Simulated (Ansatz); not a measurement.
LuH2:
```
CELL_PARAMETERS angstrom
      0.00000     2.47905     2.47905
      2.47905     0.00000     2.47905
      2.47905     2.47905     0.00000
ATOMIC_POSITIONS crystal
  Lu 0.00000 0.00000 0.00000
  H  0.25000 0.25000 0.25000
  H  0.75000 0.75000 0.75000
```

Relaxed with PBEsol. Special points in fractions of this cell's reciprocal vectors: Γ (0.000, 0.000, 0.000); X (0.500, 0.000, 0.500); U (0.625, 0.250, 0.625); K (0.375, 0.375, 0.750); L (0.500, 0.500, 0.500); W (0.500, 0.250, 0.750).

Question: List the band energies nearest the Fermi level at these points for PBEsol in the plane-wave PAW code Ansatz.

Answer: In eV from the Fermi level; about four levels below and three above (degenerate sets whole), none deeper than 8.9 eV; points with the same levels are listed once.

```csv
k,below,above
Γ,-4.67 -4.67 -4.67 -0.29,1.43 1.43 1.43
X,-4.70 -4.70 -3.79 -2.41,6.25 6.33 6.33
U,-4.69 -4.63 -4.07 -1.45,3.83 4.29 5.43
L,-4.69 -4.69 -4.67 -3.75,1.50 1.50 5.08
W,-4.71 -4.71 -4.37 -4.37 -1.12,1.84 6.35 6.80 6.80
```

Space group Fm-3m (fluorite). The workflow started from an entry of the Crystallography Open Database (COD). Its standing as an ambient phase is unchecked. Symmetry was held in the PBEsol relaxation; of distortions, only those at the zone centre were tested. Scalar-relativistic: spin–orbit coupling is off unless named, which matters more the heavier the elements.

Potentials: the later of the program's two PAW sets.
